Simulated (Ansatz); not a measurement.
With DFT-r²SCAN in the program Ansatz with PAW potentials, InPt$_{3}$C in the anti-perovskite structure (Pm-3m) relaxes to a = 4.222 Å. In has 12 nearest neighbours from 2.99 Å (cuboctahedral); C has 6 nearest neighbours from 2.11 Å (octahedral). Its formation energy from the elements is 0.22 eV/atom, with no fitted shifts.

Electronic character: metallic (no gap). Gap from r²SCAN with spin–orbit coupling: none (metallic).

An equation-of-state fit gives a bulk modulus of 210 GPa. The relaxed-ion elastic constants in GPa are C11 = 272, C12 = 179, C44 = -9.5.

The start of the workflow was typed in or built on a structure type; neither database checked (COD, Materials Project) lists it. Whether it is the stable phase at ambient conditions was not checked. The r²SCAN relaxation kept the symmetry of its start. At this level the phase is mechanically unstable. The run is not spin-polarised. Its formation energy is positive at this level, so the cell may be metastable or incomplete. As this level gives no gap, shear constants depend on the k-mesh and smearing (Fermi–Dirac, 0.1 eV here). The references are the lowest solids computed at this level, not always the standard phases. Spin–orbit coupling is left out wherever it is not named.

Potentials: the later of the program's two PAW sets.
